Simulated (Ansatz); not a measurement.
BAs (rock salt, Fm-3m), PBEsol in the plane-wave PAW code Ansatz, all energies at zero smearing, with the estimated change up to a 700 eV cutoff added, with one set of potentials and settings (totals compare only within such a set). Cell of 2 atoms (1 B, 1 As): -4964.091 eV.

| element | reference phase | E (eV/atom) |
|---|---|---|
| B | R-3m, 12 atoms in the cell | -152.6698 |
| As | R-3m, 2 atoms in the cell | -4813.0241 |

Formation energy per atom, worked out: (-4964.091 − 1×(-152.6698) − 1×(-4813.0241))/2 = 0.802 eV/atom (77 kJ per mol of atoms), at 0 K, without zero-point energy or fitted corrections.

The start of the workflow was typed in or built on a structure type; neither database checked (COD, Materials Project) lists it. It is not the phase usual at ambient conditions (space group No. 216). The cell was relaxed with PBEsol under the symmetry of its start. At this level the phase is dynamically unstable (imaginary phonons). Its formation energy is positive at this level, so the cell may be metastable or incomplete. The references are the lowest solids computed at this level, not always the standard phases.

Potentials: the later of the program's two PAW sets.
